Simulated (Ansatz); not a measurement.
The relaxed structure here is a generated cell of CdAu: the first start was made by a random draw of sites in a space group, and the end was not matched to a known phase here, so it may be hypothetical.

The end point of a relaxation of CdAu. Space group Immm (No. 71). Method: PBEsol (plane waves to 420 eV, PAW, scalar-relativistic; Ansatz, a quantum-chemistry and plane-wave program).

Space group Immm (No. 71); a = 4.764 Å, b = 5.613 Å, c = 10.287 Å, α = 90.00°, β = 90.00°, γ = 90.00°

| atom | site | symmetry | x | y | z |
|---|---|---|---|---|---|
| Au | 2c | mmm | 0.0000 | 0.0000 | 0.5000 |
| Au | 4g | m2m | 0.0000 | 0.2450 | 0.0000 |
| Cd | 4j | mm2 | 0.0000 | 0.5000 | 0.2308 |
| Cd | 2b | mmm | 0.5000 | 0.0000 | 0.0000 |
(The calculation used a cell of 6 atoms; values per cell refer to that cell.)

```yaml
volume_per_atom: 22.92 Å³
band_gap: zero (metallic)
shortest_distances: Au–Au 2.75 Å; Au–Cd 2.75 Å; Cd–Cd 2.77 Å
k-mesh: 13×13×13
```

Band energies at high-symmetry points (eV from the Fermi level; labels of this space group; no spin-orbit coupling), from −5 eV up to 5.0 eV:

| point | energies |
|---|---|
| Γ | -4.94 -4.91 -4.78 -4.37 -4.00 -3.86 -3.46 -3.28 -3.08 -2.95 -2.34 -1.16 -0.55 -0.20 0.43 0.62 0.64 0.91 3.02 3.44 4.20 |
| X | -4.92 -4.81 -4.81 -4.80 -4.76 -4.39 -3.97 -3.97 -3.72 -3.29 -3.13 -2.97 -2.34 -1.27 -0.53 -0.24 1.71 3.76 4.59 |
| F2 | -4.95 -4.93 -4.40 -4.37 -3.83 -3.79 -3.56 -3.42 -3.22 -3.09 -2.89 -2.62 -2.20 -0.85 -0.22 2.10 2.20 2.88 3.14 3.29 3.35 |
| Σ0 | -4.95 -4.93 -4.40 -4.37 -3.83 -3.79 -3.56 -3.42 -3.22 -3.09 -2.89 -2.62 -2.20 -0.85 -0.22 2.10 2.20 2.88 3.14 3.29 3.35 |
| Y0 | -4.85 -4.81 -4.70 -4.67 -4.44 -4.10 -4.03 -3.96 -3.62 -3.25 -2.99 -2.92 -2.91 0.94 1.20 2.26 2.78 3.33 4.36 4.38 |
| U0 | -4.85 -4.81 -4.70 -4.67 -4.44 -4.10 -4.03 -3.96 -3.62 -3.25 -2.99 -2.92 -2.91 0.94 1.20 2.26 2.78 3.33 4.36 4.38 |
| R | -4.77 -4.53 -4.42 -3.79 -3.68 -3.48 -3.47 -3.21 -3.07 -2.77 -1.96 -1.21 -1.19 -0.22 -0.12 1.96 2.12 2.94 3.05 4.95 |
| W | -4.91 -4.86 -4.58 -4.41 -4.36 -4.24 -3.87 -3.74 -3.60 -3.16 -3.16 -2.96 -1.91 -1.84 -0.54 -0.11 0.83 1.17 |

No spin polarisation in the result.

The run could not lose the symmetry of its start: the end is stationary, and may be a saddle point rather than a minimum.
